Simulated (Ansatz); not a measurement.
According to plane-wave PAW PBE (Ansatz code), ScAlN2 in the trigonal phase (P3m1; Sc on 1b, N on 1b, Al on 1c, N on 1c) relaxes to a = 3.340 Å, c = 5.198 Å. Al has 4 nearest neighbours from 1.89 Å (tetrahedral); N on 1c has 4 nearest neighbours from 1.89 Å (tetrahedral). Its formation energy from the elements is -1.40 eV/atom, with no fitted shifts.

The Kohn–Sham gap is 3.15 eV (indirect). The valence maximum lies at H and the conduction minimum at Γ. The electron mass is 0.26, 0.26, 0.42 mₑ (principal values). The hole mass is 3.9, 3.9, 14 mₑ (principal values).

The start of the workflow was typed in or built on a structure type; neither database checked (COD, Materials Project) lists it. Whether it is the stable phase at ambient conditions was not checked. The cell was relaxed with PBE under the symmetry of its start; its stability against distortions is not shown here. The run is not spin-polarised. The references are the lowest solids computed at this level, not always the standard phases (solids in place of the gases).

Potentials: the earlier of the program's two PAW sets.
